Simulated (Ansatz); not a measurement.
**Equation of state of LaSnPt**

A database entry relaxed whole under r2SCAN (Pnma):

```
La Sn Pt
1.0
     7.62621    0.00000    0.00000
     0.00000    4.70261    0.00000
     0.00000    0.00000    8.08881
La Sn Pt
4 4 4
Direct
  0.48366 0.25000 0.19524
  0.01634 0.75000 0.69524
  0.98366 0.25000 0.30476
  0.51634 0.75000 0.80476
  0.82528 0.25000 0.91616
  0.67472 0.75000 0.41616
  0.32528 0.25000 0.58384
  0.17472 0.75000 0.08384
  0.70760 0.25000 0.59037
  0.79240 0.75000 0.09037
  0.20760 0.25000 0.90963
  0.29240 0.75000 0.40963
```

The cell was scaled uniformly, its shape held, and the atoms relaxed at each volume with plane-wave PAW DFT (Ansatz 0.2.0; r2SCAN, 500 eV, 5×7×4 Γ-centred mesh, fermi-dirac occupations of width 0.100 eV; no spin, no spin-orbit coupling). One row is withheld.

```tsv
volume (Å³/atom)	energy over the lowest (meV/atom)	pressure (GPa)
22.724	30.4	7.15
23.207	13.0	4.50
23.691	3.1	2.13
24.174	0.0	0.02
24.658	?	?
25.141	11.2	-3.54
25.625	24.2	-5.03
```

Q: Fit the pressures of the other rows to the third-order Birch-Murnaghan form.

A: With f = [(V₀/V)^(2/3) − 1]/2 and P = 3B₀f(1 + 2f)^(5/2)[1 + 3(B₀′ − 4)f/2], least squares gives V₀ = 24.18 Å³ an atom, B₀ = 99.4 GPa and B₀′ = 4.7; the rows miss the fit by less than 0.01 GPa. The slope of the energies differs from these pressures by less than 0.05 GPa.

Q: What does the withheld row hold?

A: The fit gives -1.86 GPa at 24.658 Å³; the run gave -1.86 GPa and 2.9 meV an atom.

Caveats: the shape of the cell was held, so B₀ is an upper bound where the axes differ in stiffness; 0 K, fixed nuclei; the symmetry was kept, and this need not be the phase that is stable at 0 K; one mesh for all volumes; every run is gapless at this level; pressure is positive in compression.
